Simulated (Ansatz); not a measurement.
An ordered 4-atom cell of Mg₂SO on the rocksalt lattice (R-3m), relaxed with r2SCAN: 8 runs in the plane-wave code Ansatz, each a construction of maximally localised Wannier functions. Space group R-3m (No. 166), trigonal; a = 3.340 Å, c = 16.492 Å in the conventional setting, 13.28 Å³ an atom. O has 6 Mg at 2.26 Å; S has 6 Mg at 2.48 Å; Mg has 3 O at 2.26 Å and 3 S at 2.48 Å. Spin-unpolarised throughout. Whether this structure exists isn't addressed.

```
O S Mg
1.0
     1.66996    0.96415    5.49749
    -1.66996    0.96415    5.49749
     0.00000   -1.92831    5.49749
O S Mg
1 1 2
Cartesian
  1.6700 0.9642 5.4975
  0.0000 0.0000 8.2462
  0.0000 0.0000 4.3154
  0.0000 0.0000 12.1770
```

Windows count from the top of the filled bands; a dash means that no such window was set (without an outer window there is no disentanglement). Rows marked drawn have settings drawn at random (some not listed).

```
functional  SCF mesh      trial orbitals  functions   mesh  window (eV)  frozen (eV)  settings  Ω total (Å²)  Ω invariant (Å²)  largest spread (Å²)  least projectability  interpolation miss of the model's filled bands (eV, to the nearest computed level)
       PBE     8×8×8  O s, O p, S s, S p          8  6×6×6            –            –    chosen          8.66              7.08                 1.39                  0.91                                                                               0.036
       PBE     8×8×8  O s, O p, S s, S p          8  4×4×4            –            –    chosen          8.19              6.65                 1.33                  0.91                                                                               0.133
       PBE     8×8×8  O s, O p, S s, S p          8  8×8×8            –            –    chosen          8.83              7.26                 1.41                  0.91                                                                               0.012
       PBE     8×8×8            O p, S p          6  6×6×6            –            –    chosen          8.70              8.63                 1.90                  0.84                                                                               0.033
    r2SCAN     8×8×8  O s, O p, S s, S p          8  6×6×6            –            –    chosen          8.35              6.80                 1.34                  0.92                                                                               0.027
    r2SCAN     8×8×8            O p, S p          6  6×6×6            –            –    chosen          8.39              8.32                 1.83                  0.85                                                                               0.025
     HSE06     6×6×6  O s, O p, S s, S p          8  6×6×6            –            –    chosen          8.36              6.80                 1.34                  0.92                                                                                   –
       PBE     8×8×8            O p, S p          6  4×4×4            –            –     drawn          8.19              8.10                 1.83                  0.83                                                                               0.127
```

A dash in the last column means that the miss wasn't evaluated.

For O s, O p, S s, S p with PBE the spread goes 8.19 Å² (4×4×4), 8.66 Å² (6×6×6), 8.83 Å² (8×8×8): finite differences on a coarse mesh understate it.
